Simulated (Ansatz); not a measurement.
A geometry of Bi away from equilibrium: the start of the relaxation of a generated cell, Bi built in the trigonal-Se structure type. Method: r2SCAN (plane waves to 500 eV, PAW, scalar-relativistic; Ansatz, a program for electronic structure). Γ-centred k-mesh 7×7×6 on the run's cell (coarser than for final values), Fermi–Dirac smearing 0.05 eV.

```xyz
3
Lattice="5.1830 0.0000 0.0000 -2.5915 4.4886 0.0000 0.0000 0.0000 5.8802" Properties=species:S:1:pos:R:3 pbc="T T T"
Bi     1.1682     0.0000     4.9002
Bi    -0.5841     1.0117     0.9800
Bi     2.0074     3.4769     2.9401
```

**Question.** What forces act on the atoms (eV/Å)?

**Answer.** 
```
atom     Fx     Fy    Fz
----  -----  -----  ----
Bi1    1.60   0.00  0.00
Bi2   -0.80   1.38  0.00
Bi3   -0.80  -1.38  0.00
```

**Question.** What is the pressure?

**Answer.** +1.6 GPa, compression positive.

**Question.** How much energy per atom can still be gained by relaxing?

**Answer.** 0.60 eV/atom; the path ends in Pm-3m (No. 221) (AFLOW prototype A_cP1_221_a (A_h)).

No spin polarisation in the result.

The run could not lose the symmetry of its start, so the end can be a saddle point.

The end of the path is a generated cell of Bi: the first start was made by placing the elements on the sites of a structure type, and the end was not matched to a known phase here, so it may be hypothetical. Known forms of Bi include space group No. 166.
